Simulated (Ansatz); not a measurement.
This cell of Au (fcc, Cu type) is off equilibrium:

```yaml
crystal:
  lattice:
    - [4.12402, 0.00000, 0.00000]
    - [0.00000, 4.12402, 0.00000]
    - [0.00000, 0.00000, 4.12402]
  atoms:
    - { symbol: Au, position: [0.00000, 0.00000, 0.00000] }
    - { symbol: Au, position: [0.50000, 0.50000, 0.00000] }
    - { symbol: Au, position: [0.41770, 0.91770, 0.73278] }
    - { symbol: Au, position: [0.00000, 0.50000, 0.50000] }
```

All values below come from r2SCAN (plane waves to 500 eV, PAW, scalar-relativistic; Ansatz, a quantum-chemistry and plane-wave program). k mesh 9×9×9 (Γ-centred), Fermi-Dirac smearing 0.05 eV. The energy includes the smearing's −TS. Compression counts positive. With partly filled bands, energies and forces of such displacements shift with the k mesh and the smearing. On this mesh the relaxed cell isn't quite at rest: it carries a pressure of -0.1 GPa (compression positive) at the zero of the scan. Au was relaxed with its symmetry unable to fall. Spin-orbit coupling is left out, though Au is heavy. The PAW data are Ansatz's earlier set.

Task: Predict the force on every atom, in eV/Å.

Result: 
| atom | Fx | Fy | Fz |
|---|---|---|---|
| Au1 | -14.378 | 3.588 | 10.155 |
| Au2 | 3.588 | -14.378 | 10.155 |
| Au3 | 11.719 | 11.719 | -19.112 |
| Au4 | -0.929 | -0.929 | -1.197 |

Task: Give the stress tensor in GPa and the pressure.

Result: 
```
   71.9    -19.0    -25.6
  -19.0     71.9    -25.6
  -25.6    -25.6     50.5
```
The pressure, a third of the trace, is 64.8 GPa.

Task: In it atom 3 sits (-0.339, -0.339, 0.960) Å away from its relaxed site. What is its energy relative to the relaxed cell?

Result: 7970 meV/cell.

(For displaced atoms, the force is minus the slope of the energy, and its curvature is a force constant, which sets phonon frequencies.)
